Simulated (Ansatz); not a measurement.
Crystals of one structure type (rock salt) and one family of elements, relaxed and computed with DFT-LDA in the program Ansatz with PAW potentials.

| crystal | gap (eV) | electron conductivity mass (mₑ) |
|---|---|---|
| KI | 3.87 | 0.30 |
| RbCl | 4.85 | 0.39 |
| NaCl | 5.07 | 0.37 |
| KCl | 5.11 | 0.41 |
| LiBr | 5.14 | ? |
| KF | 6.37 | 0.52 |
| LiCl | 6.48 | 0.42 |

**Question.** Fit a straight line to ln m* against ln E_g and predict the withheld value.

**Answer.** Least squares on the 6 shown rows: ln m* = 0.83 × ln E_g + (-2.296), with a scatter of 7 %. For LiBr this gives 0.39. The run itself gave 0.34, outside the scatter: the line misses something about this case.

All cells were relaxed under the symmetry of their starts (and spin orders); stability against distortions was not tested throughout. Scalar-relativistic: spin–orbit coupling is off unless named, which matters more the heavier the elements.

Potentials: the later of the program's two PAW sets.
